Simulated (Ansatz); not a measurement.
The calculation used DFT PBE, scalar-relativistic, plane waves, PAW in Ansatz 0.2.0. Plane waves to 420 eV, a 10×10×4 mesh through Γ for the 14-atom cell and 0.10 eV Gaussian smearing; no spin polarisation.

Energies over the elements count from the elements' standard structures at the same level (O₂ as a molecule), with no fitted energy shifts.

**Question.** Propose a candidate for an orthorhombic metal with formula SrTi2O4, with a formation energy near −2.87 eV/atom and about 12 Å³ per atom, in a cell of 14 atoms.

**Answer.** SrTi2O4, space group Cmcm (No. 63). Sr has 6 O at 2.49–2.50 Å, 2 O at 2.83 Å, 1 O at 3.03 Å, 2 Sr at 3.18 Å, 2 Ti at 3.19 Å and 8 Ti at 3.47–3.58 Å; Ti is surrounded by 6 O at 1.99–2.14 Å, 1 Ti at 2.78 Å, 4 Ti at 3.18–3.22 Å, 1 Sr at 3.19 Å, 4 Sr at 3.47–3.58 Å, 1 O at 3.60 Å and 6 O at 3.75–3.78 Å; O on a site of symmetry m2m has 2 Ti at 1.99 Å and 2 Sr at 2.49 Å; O on a site of symmetry m is surrounded by 1 Ti at 2.01 Å, 2 Ti at 2.14 Å and 2 Sr at 2.50 Å; 1 more site not described.

```yaml
crystal:
  lattice:
    - [1.58959, -4.95547, 0.00000]
    - [1.58959, 4.95547, 0.00000]
    - [0.00000, 0.00000, 10.27477]
  atoms:
    - { symbol: Sr, position: [0.38107, 0.61893, 0.25000] }
    - { symbol: Sr, position: [0.61893, 0.38107, 0.75000] }
    - { symbol: Ti, position: [0.87577, 0.12423, 0.93764] }
    - { symbol: Ti, position: [0.87577, 0.12423, 0.56236] }
    - { symbol: Ti, position: [0.12423, 0.87577, 0.43764] }
    - { symbol: Ti, position: [0.12423, 0.87577, 0.06236] }
    - { symbol: O, position: [0.92504, 0.07496, 0.75000] }
    - { symbol: O, position: [0.23691, 0.76309, 0.89980] }
    - { symbol: O, position: [0.23691, 0.76309, 0.60020] }
    - { symbol: O, position: [0.07496, 0.92504, 0.25000] }
    - { symbol: O, position: [0.76309, 0.23691, 0.39980] }
    - { symbol: O, position: [0.76309, 0.23691, 0.10020] }
    - { symbol: O, position: [0.50000, 0.50000, 0.00000] }
    - { symbol: O, position: [0.50000, 0.50000, 0.50000] }
```

- Volume per atom: 11.56 Å³
- Density: 5.07 g/cm³
- Energy over the elements: −2.87 eV/atom
- Gap on the 10×10×4 mesh of the 14-atom cell: 0 eV (a metal)

It was reached by relaxing an invented guess, and it needn't be the stable form of this composition. Other answers may fit too; this one was computed.

In such compounds of Ti a zero gap at this level may well be an artefact, since no Hubbard U is applied. A later test with randomly moved atoms came back to the same energy, though modes that don't fit the test's cell weren't probed.
